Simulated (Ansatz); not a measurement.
Task: Zr (hcp (Mg type), P6_3/mmc) is relaxed with DFT-LDA in the program Ansatz with PAW potentials. What lattice parameters of the conventional cell result?

Result: a = 3.143 Å, c = 5.092 Å.

Its a lies over 2 % below tabulated measurements.

Symmetry was held in the LDA relaxation. No spin polarisation was allowed. Axis ratios of metals converge slowly with the k-mesh, so a and c are less sure than the volume.

Potentials: the earlier of the program's two PAW sets. The files were generated under PBE; for other functionals the program regenerates the frozen cores, and for LDA and PBEsol the local potential too.
